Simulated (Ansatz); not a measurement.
CaPd3O4 (space group Pm-3n)

```xyz
16
Lattice="5.7264 0.0000 0.0000 0.0000 5.7264 0.0000 0.0000 0.0000 5.7264" Properties=species:S:1:pos:R:3 pbc="T T T"
Ca     2.8632     2.8632     2.8632
Ca     0.0000     0.0000     0.0000
Pd     0.0000     2.8632     1.4316
Pd     0.0000     2.8632     4.2948
Pd     1.4316     0.0000     2.8632
Pd     4.2948     0.0000     2.8632
Pd     2.8632     1.4316     0.0000
Pd     2.8632     4.2948     0.0000
O      1.4316     1.4316     1.4316
O      4.2948     4.2948     4.2948
O      1.4316     4.2948     4.2948
O      4.2948     1.4316     1.4316
O      4.2948     4.2948     1.4316
O      1.4316     1.4316     4.2948
O      4.2948     1.4316     4.2948
O      1.4316     4.2948     1.4316
```

The slice is a {100} plane (indices of the conventional cell) through the point (0.000, 0.500, 0.750) (fractional), spanned by u = [100] and v = [010] in vectors of this cell: u (5.73 Å) and v (5.73 Å, at 90° to u). It covers one period; positions are fractions (u, v).

Level of theory: PBEsol (plane waves to 420 eV, PAW, scalar-relativistic; Ansatz, a first-principles code). k mesh 7×7×7. These are valence fields of a PAW run, semicore shells included where kept as valence: close to a nucleus they are smooth pseudo fields. At this level the bands of CaPd3O4 touch or barely overlap. CaPd3O4 is run without spin polarisation and with no Hubbard U. CaPd3O4 was relaxed with its symmetry unable to fall.

Problem. What is the ELF at the density minimum of the shortest Pd–O line in this plane (2.02 Å)?

Solution. 0.2.

Problem. Sketch the valence electron density on this plane as a map.

Solution. 
```
|9997542211000000000112245799|
|9986543322110000011223345689|
|8765444443221111122344444567|
|6554456655432111234556654455|
|4444567776532111235677765444|
|2234678887643212346788876432|
|1234678887643212346788876432|
|1124578887542212245788875421|
|0123567776532111235677765321|
|0012456655421111124556654210|
|0012334443221000122344433210|
|0001223322110000011223322100|
|0001112221100000001122211100|
|0001111111100000001111111100|
|0001112221100000001122211100|
|0001223322110000011223322100|
|0012334443221000122344433210|
|0012456655421111124556654210|
|0123567776532111235677765321|
|1124578887542212245788875421|
|1234678887643212346788876432|
|2234678887643212346788876432|
|4444567776532111235677765444|
|6554456655432111234556654455|
|8765444443221111122344444567|
|9986543322110000011223345689|
|9997542211000000000112245799|
|9998642110000000000011246899|
```
Scale: ten equal steps from -1.25 (start of '0') to 1.14 (end of '9'), in the order '0123456789'. Values: log₁₀ of the valence density in e/Å³. The map has 28 points along u (one character each, u = 0 at the left) and 28 along v (v = 0 in the bottom row). The scale is logarithmic, as a density can span decades between atoms and voids.
